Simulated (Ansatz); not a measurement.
Mg₃Sb₂:
```yaml
crystal:
  lattice:
    - [4.56806, 0.00000, 0.00000]
    - [-2.28403, 3.95606, 0.00000]
    - [0.00000, 0.00000, 7.24331]
  atoms:
    - { symbol: Sb, position: [0.33333, 0.66667, 0.22872] }
    - { symbol: Sb, position: [0.66667, 0.33333, 0.77128] }
    - { symbol: Mg, position: [0.00000, 0.00000, 0.00000] }
    - { symbol: Mg, position: [0.33333, 0.66667, 0.63365] }
    - { symbol: Mg, position: [0.66667, 0.33333, 0.36635] }
```

r²SCAN in the plane-wave PAW code Ansatz gives a gap of 0.60 eV without spin–orbit coupling, maximum at Γ, minimum off the standard path, at k = (0.000, 0.422, 0.339).

Problem. What happens when spin–orbit coupling is switched on?

Solution. The gap shrinks by 0.12 eV, to 0.48 eV; maximum at Γ, minimum off the standard path, at k = (0.000, 0.422, 0.341).

Problem. Give the electron effective mass with spin–orbit coupling.

Solution. 0.13, 0.19, 0.48 mₑ (principal values).

Problem. Give the hole effective mass with spin–orbit coupling.

Solution. 0.092, 0.63, 0.63 mₑ (principal values).

Space group P-3m1 (La2O3 or Ni2Al3 type). Symmetry was held in the r²SCAN relaxation.

Potentials: the later of the program's two PAW sets.
